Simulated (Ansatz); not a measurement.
The relaxed structure here is a generated cell of Al2Cu: the first start was made by a random draw of sites in a space group, and the end was not matched to a known phase here, so it may be hypothetical. Known forms of Al2Cu include space group No. 140.

One stationary structure of Al2Cu. Space group P3m1 (No. 156). The numbers are results of r2SCAN (plane waves to 500 eV, PAW, scalar-relativistic; Ansatz, a quantum-chemistry and plane-wave program), not measurements.

```cif
data_Al6Cu3
_chemical_formula_sum 'Al6 Cu3'
_space_group_name_H-M_alt 'P 1'
_space_group_IT_number 1
_cell_length_a 4.97538
_cell_length_b 4.97538
_cell_length_c 7.16126
_cell_angle_alpha 90.000
_cell_angle_beta 90.000
_cell_angle_gamma 120.000
loop_
_space_group_symop_operation_xyz
  'x, y, z'
loop_
_atom_site_label
_atom_site_type_symbol
_atom_site_fract_x
_atom_site_fract_y
_atom_site_fract_z
_atom_site_occupancy
Al1 Al 0.49922 0.99845 0.88857 1
Al2 Al 0.49922 0.50078 0.88857 1
Al3 Al 0.00155 0.50078 0.88857 1
Al4 Al 0.00000 0.00000 0.69710 1
Al5 Al 0.66667 0.33333 0.24069 1
Al6 Al 0.00000 0.00000 0.06200 1
Cu1 Cu 0.33333 0.66667 0.58730 1
Cu2 Cu 0.66667 0.33333 0.58725 1
Cu3 Cu 0.00000 0.00000 0.38052 1
```

```json
{
 "volume_per_atom": "17.06 Å³",
 "band_gap": "zero (metallic)",
 "shortest_distances": "Al–Cu 2.27 Å; Al–Al 2.48 Å; Cu–Cu 2.87 Å",
 "k-mesh": "11×11×7"
}
```

Band energies at high-symmetry points (eV from the Fermi level; labels of this space group; no spin-orbit coupling), from −5 eV up to 2.9 eV:

| point | energies |
|---|---|
| Γ | -4.54 -4.54 -4.46 -4.15 -4.15 -3.65 -3.64 -3.64 -3.43 -3.43 -3.13 -3.13 -2.98 -2.96 -2.96 -2.61 -2.61 -2.35 -1.60 -1.60 0.09 0.82 0.86 0.86 1.31 1.63 1.63 1.96 1.96 2.77 |
| M | -4.38 -3.84 -3.76 -3.73 -3.71 -3.69 -3.38 -3.26 -3.08 -3.00 -2.98 -2.92 -2.79 -2.75 -2.67 -2.58 -0.77 -0.37 0.26 0.90 1.85 2.13 |
| K | -4.59 -4.47 -3.85 -3.80 -3.77 -3.53 -3.41 -3.36 -3.34 -3.15 -3.05 -2.89 -2.83 -2.78 -2.70 -2.64 -2.55 -1.93 -1.06 -0.60 1.33 2.80 |
| A | -4.77 -4.61 -4.61 -4.18 -4.18 -4.07 -3.53 -3.42 -3.42 -3.37 -3.37 -3.21 -3.16 -3.16 -2.92 -2.92 -2.67 -2.67 -2.62 -2.26 -1.55 -1.55 -0.07 -0.07 0.12 1.02 1.02 1.98 |
| L | -4.22 -3.90 -3.80 -3.76 -3.58 -3.47 -3.40 -3.25 -3.22 -3.06 -3.02 -2.95 -2.83 -2.69 -2.67 -2.15 -2.00 -1.57 -1.07 -0.05 0.71 1.78 2.03 2.85 2.90 |
| H | -4.63 -4.07 -4.02 -3.80 -3.67 -3.58 -3.51 -3.41 -3.38 -3.35 -3.03 -3.01 -2.93 -2.86 -2.83 -2.65 -1.76 -1.41 -1.13 -0.92 0.10 0.13 0.64 1.36 1.58 |

No spin polarisation in the result.

The run could not lose the symmetry of its start: the end is stationary, and may be a saddle point rather than a minimum.
